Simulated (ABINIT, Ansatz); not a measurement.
This is a calculation of MgTiF4 for Ansatz 0.2.0. Atoms were shifted at random by some hundredths of an Å from the given cell, which wasn't relaxed again for these runs. The cell comes from a database or a generator and needn't be the stable form of this composition.

The input input.yaml:

```yaml
crystal:
  lattice:
    - [3.603038, 0.0, 0.0]
    - [0.0, 3.603038, 0.0]
    - [0.0, 0.0, 5.113374]
  atoms:
    - { symbol: Ti, position: [0.497062, 0.497205, -0.003999] }
    - { symbol: Mg, position: [-0.011179, 0.001974, 0.497387] }
    - { symbol: F, position: [0.012333, 0.496294, 0.257493] }
    - { symbol: F, position: [-0.001848, 0.501682, 0.747514] }
    - { symbol: F, position: [0.505194, -0.000587, 0.746713] }
    - { symbol: F, position: [0.485574, -0.000689, 0.252682] }
hamiltonian:
  xc: pbe
  pseudopotentials: { kind: paw }
kpoints:
  mp_grid: { grid: [7, 7, 5] }
scf:
  occupations: { method: fermi_dirac, width: 0.05 }
output:
  forces: true
  stress: true
  eigenvalues: true
  write_density: true
  write_potential: true
  elf: true
  volumetric_format: npy
```

Potentials or basis: Ansatz PAW.

The run is started by

```bash
$ ansatz run input.yaml --threads 2 --pin off --max-ram 5120MiB --backend cpu --events-out ev --progress --plain --runs-dir out
```

Task: Set up the same calculation for ABINIT 10.8.3 (patched build). Potentials or basis there: JTH PAW PBE v2.0, cutoff 626 eV.

Result: As run (cutoffs and basis follow the program's own potentials, and thresholds, step limits or extra output files can differ):

run.abi

```
# Pseudopotentials
pp_dirpath "./"
pseudos "Ti.GGA_PBE-JTH.xml, Mg.GGA_PBE-JTH.xml, F.GGA_PBE-JTH.xml"

# Structure
acell 3*1.0
rprim
     6.8087550366     0.0000000000     0.0000000000
     0.0000000000     6.8087550366     0.0000000000
     0.0000000000     0.0000000000     9.6628764328
ntypat 3
znucl 22 12 9
natom 6
typat 1 2 3 3 3 3
xred
     0.4970620000     0.4972050000    -0.0039990000
    -0.0111790000     0.0019740000     0.4973870000
     0.0123330000     0.4962940000     0.2574930000
    -0.0018480000     0.5016820000     0.7475140000
     0.5051940000    -0.0005870000     0.7467130000
     0.4855740000    -0.0006890000     0.2526820000
chkprim 0
chksymtnons 0
tolsym 1.0e-6

# Plane-wave basis
ecut 23.0
pawecutdg 45.0
pawxcdev 0

# k points
kptopt 1
ngkpt 7 7 5
nshiftk 1
shiftk 0.0 0.0 0.0

# Exchange and correlation
ixc 11

# Bands and occupations
nband 30
occopt 3
tsmear 0.05 eV

# SCF cycle
nstep 100
tolvrs 1.0e-9

# Output
iomode 3
prtwf 0
prtden 0
prteig 0
prtebands 0
```

Potentials or basis: JTH PAW PBE v2.0.

Run with:

```bash
$ abinit run.abi > log 2>&1
```

Both were run:

|  | Ansatz | ABINIT |
| --- | --- | --- |
| Pressure | -1.0 GPa | -1.0 GPa |
| Largest force | 0.602 eV/Å | 0.601 eV/Å |
| Energy over the undisturbed cell | 6.7 meV/atom | 6.7 meV/atom |

Ansatz's pressure holds a Pulay term of +0.74 GPa for its cutoff of 420 eV, which the other run lacks.

Where Ansatz's input types no cutoff or centring, it takes its own default and a Γ-centred mesh.

Pressure is positive in compression.
